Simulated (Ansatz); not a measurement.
ZnSe:
```
ZnSe
1.0
    0.00000     2.83264     2.83264
    2.83264     0.00000     2.83264
    2.83264     2.83264     0.00000
Se Zn
1 1
Direct
  0.75000   0.75000   0.75000
  0.00000   0.00000   0.00000
```

Relaxed with r²SCAN. Special points in fractions of this cell's reciprocal vectors: Γ (0.000, 0.000, 0.000); X (0.500, 0.000, 0.500); U (0.625, 0.250, 0.625); K (0.375, 0.375, 0.750); L (0.500, 0.500, 0.500); W (0.500, 0.250, 0.750).

Task: List the band energies nearest the valence-band maximum at these points for plane-wave PAW r²SCAN with spin–orbit coupling (Ansatz code).

Result: In eV from the valence-band maximum; about four levels below and three above (degenerate sets whole), none deeper than 8.9 eV; points with the same levels are listed once.

```json
[
 {"k": "Γ", "below": "0.00 0.00 0.00 0.00", "above": "1.75 1.75 6.10 6.10"},
 {"k": "X", "below": "-2.45 -2.45 -2.28 -2.28", "above": "3.21 3.21 3.75 3.75"},
 {"k": "U", "below": "-3.34 -3.22 -1.95 -1.95", "above": "3.87 3.87 5.88"},
 {"k": "L", "below": "-1.12 -1.12 -0.90 -0.90", "above": "2.93 2.93 6.72 6.72"},
 {"k": "W", "below": "-3.06 -2.89 -2.82 -2.80", "above": "5.67 5.71 5.91"}
]
```

Space group F-43m (zinc blende). The cell was relaxed with r²SCAN under the symmetry of its start; phonons on a q-mesh show no instability.

Potentials: the later of the program's two PAW sets.
